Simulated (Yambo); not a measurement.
Absorption of a free-standing PdCl2 monolayer (symmetry P2_1/c, slab cell 15.7 Å high) with and without the electron-hole interaction (Yambo, PBEsol bands; 4×6×1 mesh, 20 valence and 10 conduction bands, static screening with 107 bands and a 3 Ry block, scissor 1.93 eV, Tamm-Dancoff, stochastic integration of W near q = 0; field along x). x lies along the first cell vector.

```json
[
 {"E (eV)": "0.30", "Im α, BSE (Å)": "0.06", "Im α, independent quasiparticles (Å)": "0.02"},
 {"E (eV)": "0.40", "Im α, BSE (Å)": "0.06", "Im α, independent quasiparticles (Å)": "0.02"},
 {"E (eV)": "0.50", "Im α, BSE (Å)": "0.07", "Im α, independent quasiparticles (Å)": "0.02"},
 {"E (eV)": "0.60", "Im α, BSE (Å)": "0.08", "Im α, independent quasiparticles (Å)": "0.02"},
 {"E (eV)": "0.70", "Im α, BSE (Å)": "0.08", "Im α, independent quasiparticles (Å)": "0.03"},
 {"E (eV)": "0.80", "Im α, BSE (Å)": "0.09", "Im α, independent quasiparticles (Å)": "0.03"},
 {"E (eV)": "0.90", "Im α, BSE (Å)": "0.10", "Im α, independent quasiparticles (Å)": "0.03"},
 {"E (eV)": "1.00", "Im α, BSE (Å)": "0.12", "Im α, independent quasiparticles (Å)": "0.03"},
 {"E (eV)": "1.10", "Im α, BSE (Å)": "0.13", "Im α, independent quasiparticles (Å)": "0.03"},
 {"E (eV)": "1.20", "Im α, BSE (Å)": "0.15", "Im α, independent quasiparticles (Å)": "0.03"},
 {"E (eV)": "1.31", "Im α, BSE (Å)": "0.18", "Im α, independent quasiparticles (Å)": "0.04"},
 {"E (eV)": "1.41", "Im α, BSE (Å)": "0.21", "Im α, independent quasiparticles (Å)": "0.04"},
 {"E (eV)": "1.51", "Im α, BSE (Å)": "0.25", "Im α, independent quasiparticles (Å)": "0.04"},
 {"E (eV)": "1.61", "Im α, BSE (Å)": "0.32", "Im α, independent quasiparticles (Å)": "0.04"},
 {"E (eV)": "1.71", "Im α, BSE (Å)": "0.41", "Im α, independent quasiparticles (Å)": "0.05"},
 {"E (eV)": "1.81", "Im α, BSE (Å)": "0.56", "Im α, independent quasiparticles (Å)": "0.05"},
 {"E (eV)": "1.91", "Im α, BSE (Å)": "0.84", "Im α, independent quasiparticles (Å)": "0.06"},
 {"E (eV)": "2.01", "Im α, BSE (Å)": "1.44", "Im α, independent quasiparticles (Å)": "0.06"},
 {"E (eV)": "2.11", "Im α, BSE (Å)": "3.09", "Im α, independent quasiparticles (Å)": "0.07"},
 {"E (eV)": "2.21", "Im α, BSE (Å)": "6.74", "Im α, independent quasiparticles (Å)": "0.07"},
 {"E (eV)": "2.31", "Im α, BSE (Å)": "5.33", "Im α, independent quasiparticles (Å)": "0.08"},
 {"E (eV)": "2.41", "Im α, BSE (Å)": "4.22", "Im α, independent quasiparticles (Å)": "0.09"},
 {"E (eV)": "2.51", "Im α, BSE (Å)": "5.48", "Im α, independent quasiparticles (Å)": "0.10"},
 {"E (eV)": "2.61", "Im α, BSE (Å)": "6.24", "Im α, independent quasiparticles (Å)": "0.12"},
 {"E (eV)": "2.71", "Im α, BSE (Å)": "4.93", "Im α, independent quasiparticles (Å)": "0.13"},
 {"E (eV)": "2.81", "Im α, BSE (Å)": "3.36", "Im α, independent quasiparticles (Å)": "0.16"},
 {"E (eV)": "2.91", "Im α, BSE (Å)": "3.54", "Im α, independent quasiparticles (Å)": "0.19"},
 {"E (eV)": "3.01", "Im α, BSE (Å)": "4.58", "Im α, independent quasiparticles (Å)": "0.25"},
 {"E (eV)": "3.11", "Im α, BSE (Å)": "6.56", "Im α, independent quasiparticles (Å)": "0.33"},
 {"E (eV)": "3.21", "Im α, BSE (Å)": "6.42", "Im α, independent quasiparticles (Å)": "0.49"},
 {"E (eV)": "3.31", "Im α, BSE (Å)": "5.17", "Im α, independent quasiparticles (Å)": "0.88"},
 {"E (eV)": "3.41", "Im α, BSE (Å)": "5.32", "Im α, independent quasiparticles (Å)": "1.72"},
 {"E (eV)": "3.51", "Im α, BSE (Å)": "5.07", "Im α, independent quasiparticles (Å)": "1.63"},
 {"E (eV)": "3.61", "Im α, BSE (Å)": "4.08", "Im α, independent quasiparticles (Å)": "2.02"},
 {"E (eV)": "3.72", "Im α, BSE (Å)": "3.04", "Im α, independent quasiparticles (Å)": "4.07"},
 {"E (eV)": "3.82", "Im α, BSE (Å)": "2.43", "Im α, independent quasiparticles (Å)": "4.69"},
 {"E (eV)": "3.92", "Im α, BSE (Å)": "1.86", "Im α, independent quasiparticles (Å)": "3.22"},
 {"E (eV)": "4.02", "Im α, BSE (Å)": "1.95", "Im α, independent quasiparticles (Å)": "2.47"},
 {"E (eV)": "4.12", "Im α, BSE (Å)": "2.09", "Im α, independent quasiparticles (Å)": "2.81"},
 {"E (eV)": "4.22", "Im α, BSE (Å)": "2.37", "Im α, independent quasiparticles (Å)": "3.34"},
 {"E (eV)": "4.32", "Im α, BSE (Å)": "3.65", "Im α, independent quasiparticles (Å)": "3.31"},
 {"E (eV)": "4.42", "Im α, BSE (Å)": "4.26", "Im α, independent quasiparticles (Å)": "4.21"},
 {"E (eV)": "4.52", "Im α, BSE (Å)": "3.20", "Im α, independent quasiparticles (Å)": "4.53"},
 {"E (eV)": "4.62", "Im α, BSE (Å)": "1.58", "Im α, independent quasiparticles (Å)": "4.37"},
 {"E (eV)": "4.72", "Im α, BSE (Å)": "1.10", "Im α, independent quasiparticles (Å)": "3.89"},
 {"E (eV)": "4.82", "Im α, BSE (Å)": "1.04", "Im α, independent quasiparticles (Å)": "4.29"},
 {"E (eV)": "4.92", "Im α, BSE (Å)": "1.29", "Im α, independent quasiparticles (Å)": "5.81"},
 {"E (eV)": "5.02", "Im α, BSE (Å)": "1.47", "Im α, independent quasiparticles (Å)": "6.68"},
 {"E (eV)": "5.12", "Im α, BSE (Å)": "1.57", "Im α, independent quasiparticles (Å)": "3.80"},
 {"E (eV)": "5.22", "Im α, BSE (Å)": "1.19", "Im α, independent quasiparticles (Å)": "2.01"},
 {"E (eV)": "5.32", "Im α, BSE (Å)": "1.15", "Im α, independent quasiparticles (Å)": "1.58"},
 {"E (eV)": "5.42", "Im α, BSE (Å)": "0.71", "Im α, independent quasiparticles (Å)": "2.01"},
 {"E (eV)": "5.52", "Im α, BSE (Å)": "0.56", "Im α, independent quasiparticles (Å)": "2.42"},
 {"E (eV)": "5.62", "Im α, BSE (Å)": "0.51", "Im α, independent quasiparticles (Å)": "2.49"},
 {"E (eV)": "5.72", "Im α, BSE (Å)": "0.51", "Im α, independent quasiparticles (Å)": "3.32"},
 {"E (eV)": "5.82", "Im α, BSE (Å)": "0.67", "Im α, independent quasiparticles (Å)": "3.70"},
 {"E (eV)": "5.92", "Im α, BSE (Å)": "1.18", "Im α, independent quasiparticles (Å)": "2.14"},
 {"E (eV)": "6.02", "Im α, BSE (Å)": "1.44", "Im α, independent quasiparticles (Å)": "1.66"},
 {"E (eV)": "6.13", "Im α, BSE (Å)": "1.36", "Im α, independent quasiparticles (Å)": "2.22"},
 {"E (eV)": "6.23", "Im α, BSE (Å)": "2.30", "Im α, independent quasiparticles (Å)": "3.28"},
 {"E (eV)": "6.33", "Im α, BSE (Å)": "3.48", "Im α, independent quasiparticles (Å)": "2.61"},
 {"E (eV)": "6.43", "Im α, BSE (Å)": "2.15", "Im α, independent quasiparticles (Å)": "2.33"},
 {"E (eV)": "6.53", "Im α, BSE (Å)": "1.53", "Im α, independent quasiparticles (Å)": "3.17"},
 {"E (eV)": "6.63", "Im α, BSE (Å)": "1.02", "Im α, independent quasiparticles (Å)": "2.90"},
 {"E (eV)": "6.73", "Im α, BSE (Å)": "1.21", "Im α, independent quasiparticles (Å)": "1.98"},
 {"E (eV)": "6.83", "Im α, BSE (Å)": "1.46", "Im α, independent quasiparticles (Å)": "1.31"},
 {"E (eV)": "6.93", "Im α, BSE (Å)": "1.20", "Im α, independent quasiparticles (Å)": "1.03"},
 {"E (eV)": "7.03", "Im α, BSE (Å)": "0.93", "Im α, independent quasiparticles (Å)": "0.99"},
 {"E (eV)": "7.13", "Im α, BSE (Å)": "1.07", "Im α, independent quasiparticles (Å)": "1.01"},
 {"E (eV)": "7.23", "Im α, BSE (Å)": "1.46", "Im α, independent quasiparticles (Å)": "0.74"}
]
```

The scissor comes from a G0W0 run whose convergence isn't established. Broadening 0.1 eV. The band window holds all transitions up to 11.3 eV. Fine structure above the onset can come from the mesh.

Spin-orbit splittings are left out.

Geometry relaxed with PBEsol; primitive cell a = 6.367 Å, b = 3.961 Å, c = 15.700 Å, α = 90.00°, β = 90.00°, γ = 90.00°.

This is a model layer cut from the bulk structure; whether it is stable on its own was not checked.
